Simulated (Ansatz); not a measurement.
input.yaml

```yaml
crystal:
  lattice:
    - [5.6896945746, 0.0, 0.0]
    - [-1.8965648582, 5.3642954888, 0.0]
    - [0.0, 0.0, 23.96842425]
  atoms:
    - { symbol: Ta, position: [0.25, 0.25, 0.3546332421] }
    - { symbol: Ta, position: [0.25, 0.75, 0.3546332421] }
    - { symbol: Ta, position: [0.75, 0.25, 0.3546332421] }
    - { symbol: Ta, position: [0.75, 0.75, 0.3546332421] }
    - { symbol: Ta, position: [0.5, 0.5, 0.451544414] }
    - { symbol: Ta, position: [0.5, 0.0, 0.451544414] }
    - { symbol: Ta, position: [0.0, 0.5, 0.451544414] }
    - { symbol: Ta, position: [0.0, 0.0, 0.451544414] }
    - { symbol: Ta, position: [0.75, 0.75, 0.548455586] }
    - { symbol: Ta, position: [0.75, 0.25, 0.548455586] }
    - { symbol: Ta, position: [0.25, 0.75, 0.548455586] }
    - { symbol: Ta, position: [0.25, 0.25, 0.548455586] }
    - { symbol: Ta, position: [0.0, 0.0, 0.6453667579] }
    - { symbol: Ta, position: [0.0, 0.5, 0.6453667579] }
    - { symbol: Ta, position: [0.5, 0.0, 0.6453667579] }
    - { symbol: Ta, position: [0.5, 0.5, 0.6453667579] }
basis:
  ecutwfc: 420
kpoints:
  mp_grid: { grid: [6, 6, 1] }
hamiltonian:
  xc: pbe
  dispersion: d3bj
scf:
  occupations: { method: gaussian, width: 0.1 }
output:
  forces: true
  eigenvalues: true
  write_density: true
  write_potential: true
  elf: true
  volumetric_format: npy
relax:
  adjacent_minimum: "off"
  f_tol: 0.03
  max_steps: 70
  constraints: [{ sites: [0, 1, 2, 3, 4, 5, 6, 7] }]
efield:
  axis: 3
  dipole_correction: true
  ramp_width: 0.04
```

Command:
```bash
ansatz run input.yaml --threads 2 --pin off --max-ram 5120MiB --backend cpu --events-out ev --progress --plain --runs-dir out
```

The calculation used DFT PBE+D3(BJ), scalar-relativistic, plane waves, PAW (Ansatz 0.2.0).

From the run's log, abridged (final results; tables in files aren't shown):

```
WARN: The input density's exchange-correlation potential varies sharply where the density is thin. Do not read a vacuum level from v_tot or v_xc, or from such a field of the output density. On a cell that repeats whose density bears no net charge and no dipole along the vacuum's axis use v_es (v_loc + v_h of the components); under efield.dipole_correction with no amplitude use v_es + v_field, which holds any external_charges[].barrier, or the levels of the report's work_function block, which leave it out; under a non-zero efield.amplitude the vacuum is tilted and has no level; on a cell that repeats and bears such a dipole with no correction it is tilted too, and efield.dipole_correction wit ...
SCF converged after 9 iterations
Free energy (F): -158914.681398 eV
Harris-Foulkes:  -158914.681398 eV  (|F-HF|=2.11e-8)
Internal energy: -158914.551277 eV  (E = F + TS)
E sigma→0 (E₀):  -158914.616338 eV
Entropy (-TS):   -0.130121 eV (-8.133 meV/atom)
Fermi energy:    4.597311 eV
Dipole field:    D = 0.001958 V/Å  (p = 0.007917 e·Å, saw-weighted, corrected)
Work function:   Φ+ = 4.8015 eV   Φ− = 4.8484 eV
Levels:          The Fermi level and band energies are counted from a zero that moves with the ramp; work functions are not
--- Per-component energies (eV) ---
  E_band       = -4596.852259
  E_kinetic    = 5843.400761
  E_local      = -208011.244302  (includes V_loc(G=0)·N_el)
  E_nonlocal   = 242.349675
  E_hartree    = 101192.842953
  E_xc         = -3484.915686
  E_vxc        = -3250.816066  (∫ρ·V_xc dr)
  E_paw        = -134345.779990  (= ΣΔE_a)
  E_vpaw       = -1806.278440  (= ΣTr[D̂ρ^β])
  E_aug_tail   = 0.002401  (compensation charges beyond the density's cutoff)
  E_efield     = 0.000008  (sawtooth field / dipole correction)
  E_vefield    = 0.009836  (∫n·V_field dr)
  E_ewald      = 79656.557867
  E_disp       = -7.764965  (pairwise vdW)
  E_smearing   = -0.130121  (= −TS)
--- Forces (eV/Å), atoms counted from 1 ---
  atom   1  Ta     0.00000000     0.00000000     0.39459169
  atom   2  Ta     0.00000000     0.00000000     0.39459169
  atom   3  Ta     0.00000000     0.00000000     0.39459169
  atom   4  Ta     0.00000000     0.00000000     0.39459169
  atom   5  Ta     0.00000000     0.00000000    -0.39305227
  atom   6  Ta     0.00000000     0.00000000    -0.39305227
  atom   7  Ta     0.00000000     0.00000000    -0.39305227
  atom   8  Ta     0.00000000     0.00000000    -0.39305227
  atom   9  Ta     0.00000000     0.00000000    -0.02227012
  atom  10  Ta     0.00000000     0.00000000    -0.02227012
  atom  11  Ta     0.00000000     0.00000000    -0.02227012
  atom  12  Ta     0.00000000     0.00000000    -0.02227012
  atom  13  Ta     0.00000000     0.00000000     0.02074913
  atom  14  Ta     0.00000000     0.00000000     0.02074913
  atom  15  Ta     0.00000000     0.00000000     0.02074913
  atom  16  Ta     0.00000000     0.00000000     0.02074913
--- Band table (eV; the first three rows and the last of 13) ---
  k-point 0: bands = ["-62.8644", "-62.8159", "-62.8007", "-62.8007", "-62.7565", "-62.7503", "-62.7503", "-62.7068", "-62.4549", "-62.3797", "-62.3797", "-62.3719", "-62.3416", "-62.3281", "-62.3281", "-62.2707", "-29.8491", "-29.8387", "-29.8387", "-29.8329", "-29.8329", "-29.8288", "-29.7485", "-29.6470", "-29.6470", "-29.6312", "-29.6312", "-29.6055", "-29.5345", "-29.4577", "-29.4337", "-29.4330", "-29.3664", "-29.3508", "-29.2531", "-29.2531", "-29.1938", "-29.1938", "-29.0891", "-29.0887", "-29.0200", "-28.9953", "-28.9726", "-28.9726", "-28.9610", "-28.9610", "-28.9315", "-28.8634", "-28.7979", "-28.7979", "-28.7849", "-28.7526", "-28.7413", "-28.7413", "-28.6542", "-28.5942", "-28.5 ...
  k-point 1: bands = ["-62.8602", "-62.8116", "-62.8050", "-62.7978", "-62.7594", "-62.7547", "-62.7474", "-62.7097", "-62.4501", "-62.3851", "-62.3773", "-62.3687", "-62.3443", "-62.3307", "-62.3241", "-62.2744", "-29.8251", "-29.8156", "-29.8141", "-29.7957", "-29.7906", "-29.7763", "-29.7291", "-29.6405", "-29.6325", "-29.6055", "-29.5997", "-29.5795", "-29.5076", "-29.4614", "-29.4546", "-29.4100", "-29.3916", "-29.3133", "-29.2766", "-29.2761", "-29.1867", "-29.1751", "-29.1367", "-29.0735", "-29.0523", "-29.0115", "-28.9896", "-28.9870", "-28.9701", "-28.9618", "-28.9443", "-28.8352", "-28.8233", "-28.8174", "-28.8077", "-28.7860", "-28.7443", "-28.7186", "-28.7031", "-28.5729", "-28.5 ...
  k-point 2: bands = ["-62.8486", "-62.8167", "-62.7996", "-62.7897", "-62.7676", "-62.7668", "-62.7395", "-62.7177", "-62.4368", "-62.3994", "-62.3705", "-62.3603", "-62.3514", "-62.3382", "-62.3134", "-62.2848", "-29.7863", "-29.7696", "-29.7514", "-29.7324", "-29.6761", "-29.6626", "-29.6432", "-29.6062", "-29.5873", "-29.5664", "-29.5533", "-29.5182", "-29.5015", "-29.4816", "-29.4392", "-29.4054", "-29.3469", "-29.3284", "-29.2611", "-29.2562", "-29.2289", "-29.1994", "-29.1809", "-29.1174", "-29.1132", "-29.0715", "-29.0237", "-29.0216", "-29.0020", "-28.9290", "-28.9112", "-28.9041", "-28.8739", "-28.8417", "-28.8188", "-28.8090", "-28.7803", "-28.7655", "-28.6730", "-28.6387", "-28.6 ...
  k-point 12: bands = ["-62.8106", "-62.8106", "-62.8008", "-62.8008", "-62.7615", "-62.7615", "-62.7504", "-62.7504", "-62.3984", "-62.3984", "-62.3801", "-62.3801", "-62.3276", "-62.3276", "-62.3216", "-62.3216", "-29.5974", "-29.5974", "-29.5735", "-29.5735", "-29.5379", "-29.5379", "-29.5036", "-29.5036", "-29.4904", "-29.4904", "-29.4529", "-29.4529", "-29.3278", "-29.3278", "-29.3080", "-29.3080", "-29.2998", "-29.2998", "-29.2819", "-29.2819", "-29.2433", "-29.2433", "-29.2191", "-29.2191", "-29.1059", "-29.1059", "-29.0940", "-29.0940", "-28.9979", "-28.9979", "-28.9924", "-28.9924", "-28.9286", "-28.9286", "-28.8875", "-28.8875", "-28.8851", "-28.8851", "-28.8765", "-28.8765", "-28. ...
--- Relaxed structure (3 steps of the walk, 2 accepted, 0 SCFs on fresh bases) ---
  F+E_penalty+E_count = -158914.68139837 eV   max|allowed force component| = 2.227e-2 eV/Å
  atoms:
    - { symbol: Ta, position: [0.25, 0.25000000, 0.3546332421] }
    - { symbol: Ta, position: [0.25, 0.75000000, 0.3546332421] }
    - { symbol: Ta, position: [0.75, 0.25000000, 0.3546332421] }
    - { symbol: Ta, position: [0.74999999, 0.75000000, 0.3546332421] }
    - { symbol: Ta, position: [0.5, 0.50000000, 0.451544414] }
    - { symbol: Ta, position: [0.49999999, 0.0, 0.451544414] }
    - { symbol: Ta, position: [0.0, 0.50000000, 0.451544414] }
    - { symbol: Ta, position: [0.0, 0.0, 0.451544414] }
    - { symbol: Ta, position: [0.74999999, 0.75000000, 0.54804873] }
    - { symbol: Ta, position: [0.75, 0.25000000, 0.54804873] }
    - { symbol: Ta, position: [0.25, 0.75000000, 0.54804873] }
    - { symbol: Ta, position: [0.25, 0.25000000, 0.54804873] }
    - { symbol: Ta, position: [0.0, 0.0, 0.64174982] }
    - { symbol: Ta, position: [0.0, 0.50000000, 0.64174982] }
    - { symbol: Ta, position: [0.49999999, 0.0, 0.64174982] }
    - { symbol: Ta, position: [0.5, 0.50000000, 0.64174982] }
```

The relaxation met its thresholds.

The run took 7.8 min on 2 threads of Arm Neoverse N1, with other jobs on the host, peak memory 1.7 GiB.

Spin-orbit coupling is left out, which matters for the bands of heavy elements.